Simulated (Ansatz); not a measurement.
MgF₂ (rutile)

```
CELL_PARAMETERS angstrom
      4.69838     0.00000     0.00000
      0.00000     4.69838     0.00000
      0.00000     0.00000     3.09284
ATOMIC_POSITIONS crystal
  Mg 0.00000 0.00000 0.00000
  Mg 0.50000 0.50000 0.50000
  F  0.30358 0.30358 0.00000
  F  0.80358 0.19642 0.50000
  F  0.19642 0.80358 0.50000
  F  0.69642 0.69642 0.00000
```

The slice is a (-1 1 0) plane (indices of the conventional cell) through the point (0.304, 0.304, 0.000) (fractional), spanned by u = [001] and v = [110] in vectors of this cell: u (3.09 Å) and v (6.64 Å, at 90° to u). It covers one period; positions are fractions (u, v).

These are PBE (plane waves to 420 eV, PAW, scalar-relativistic; Ansatz, an electronic-structure program) values and carry that method's errors. k mesh 7×7×11. These are valence fields of a PAW run, semicore shells included where kept as valence: close to a nucleus they are smooth pseudo fields. MgF2 was relaxed with its symmetry unable to fall.

Task: Sketch the electron localisation function (ELF) on this plane as a map.

Result: 
```
|xx9999440000449999|
|999966110000116699|
|222211000000001122|
|110000000000000000|
|xx5511000000001155|
|xxxx220000000022xx|
|xx5511000000001155|
|221100000000000011|
|111100000000000011|
|999966110000116699|
|xx9988440000448899|
|xxxx995500005599xx|
|xx9999330000339999|
|999955002222005599|
|55440033xxxx330044|
|00000055xxxx550000|
|44330033xxxx330033|
|999944003333004499|
|xx9999220000229999|
|xxxx995500005599xx|
```
Scale: ten equal steps from 0.01 (start of '0') to 0.82 (end of '9'), in the order '0123456789'. Values: electron localisation function (ELF). The map has 9 points along u (two characters each, u = 0 at the left) and 20 along v (v = 0 in the bottom row). Points within 0.4 Å of a nucleus are blanked (x), as the pseudised field means little there.
